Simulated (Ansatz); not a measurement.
What moves the field gradients of SiO₂?

Cell of run 1: an entry of the Crystallography Open Database (COD), taken as it stands.

Space group P4_12_12 (No. 92); a = 4.9640, c = 6.9200 Å.

| site | Wyckoff | site symmetry | x | y | z |
| --- | --- | --- | --- | --- | --- |
| Si | 4a | ..2 | 0.3000 | 0.3000 | 0.0000 |
| O | 8b | 1 | 0.2450 | 0.1000 | 0.1750 |

One atom of each set is listed.

Relaxed positions (PBE, cell held):

Si (0.3059, 0.3059, 0.0000)
O (0.2366, 0.1180, 0.1858)

All runs are DFT with Ansatz 0.2.0 (plane waves and PAW, scalar-relativistic unless spin–orbit coupling is named, Γ-centred meshes, Fermi–Dirac smearing where given) in this cell.

Run 1: PBE, gradients read without the response of the cores, atoms as given; 420 eV, 5×5×4 k-points, smearing 0.02 eV.
Run 2: PBE, gradients read without the response of the cores, atoms relaxed; 420 eV, 5×5×4 k-points, smearing 0.02 eV.
Run 3: r2SCAN, gradients read without the response of the cores, at the relaxed atoms; 500 eV, 5×5×4 k-points, smearing 0.02 eV.

```
run   Si V_zz (η)   O V_zz (η)
  1  -0.51 (0.07)  9.23 (0.11)
  2  -0.36 (0.74)  9.71 (0.20)
  3             ?            ?
```

V_zz in 10²¹ V/m².

(1) Estimate the row of run 3.

## Answers

(1) Si: -0.36 (0.69); O: 9.63 (0.20). It lies nearest to run 2, from whose tensors on these sites it differs by 0.09 at most (largest principal value of the difference, on O). Taken one at a time, the positions of the atoms (as given or relaxed) move the tensors on these sites by up to 0.79 (largest principal value of the change, on O), the functional (r2SCAN with its higher cutoff) by 0.09 (O).

In runs 1, 3 the atoms aren't at the calculated equilibrium (largest force 0.81, 0.31 eV/Å). The cell isn't the equilibrium one in run 1 (calculated pressure 11 GPa), and the entry's cell may itself be off.
